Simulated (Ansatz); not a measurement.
A relaxed cell of CsLiGe2S4 is given with its symmetry left out. The cell was found from a structure generator's guess, not taken from experiment.

All numbers below come from Ansatz, DFT PBE, scalar-relativistic, plane waves, PAW. Cutoff 420 eV, Γ-centred mesh, Gaussian smearing, no spin polarisation.

```
Cs Li Ge S
1.0
     4.72412    0.00000    0.00000
     0.00000    4.72412    0.00000
     0.00000    0.00000    9.11588
Cs Li Ge S
1 1 2 4
Cartesian
  2.3621 2.3621 0.0000
  2.3621 2.3621 4.5579
  0.0000 0.0000 5.8418
  0.0000 0.0000 3.2741
  2.3621 0.0000 6.4049
  0.0000 2.3621 6.4049
  2.3621 0.0000 2.7110
  0.0000 2.3621 2.7110
```

The zero of energy is the elements' standard structures at the same level; no fitted shifts are applied.

(1) What space group does it have?

(2) What is its formation energy per atom?

(3) Is it a metal?

(4) From what recipe could a structure generator have reached it?

Answers

(1) P4/mmm (No. 123). Conventional cell: a = 4.724 Å, c = 9.116 Å. Cs is surrounded by 8 S at 3.60 Å; around Li lie 8 S at 3.00 Å and 8 Ge at 3.58 Å; around Ge lie 4 S at 2.43 Å, 1 Ge at 2.57 Å and 4 Li at 3.58 Å; S has 2 Ge at 2.43 Å, 2 Li at 3.00 Å, 4 S at 3.34 Å and 2 Cs at 3.60 Å.

(2) −0.44 eV/atom. A negative formation energy is needed for stability but isn't enough: competing phases decide.

(3) Yes, bands cross the Fermi level on the 8×8×4 mesh.

(4) One such recipe: perovskite family, infinite layers (P4/mmm, No. 123). Other recipes can lead to the same cell.

The last run used an 8×8×4 mesh (in the run's order of axes) for its 8-atom cell and Gaussian smearing of 0.10 eV. The reference form of S is held partly by dispersion forces, which this level lacks. A structure relaxed within its symmetry needn't be a true minimum.
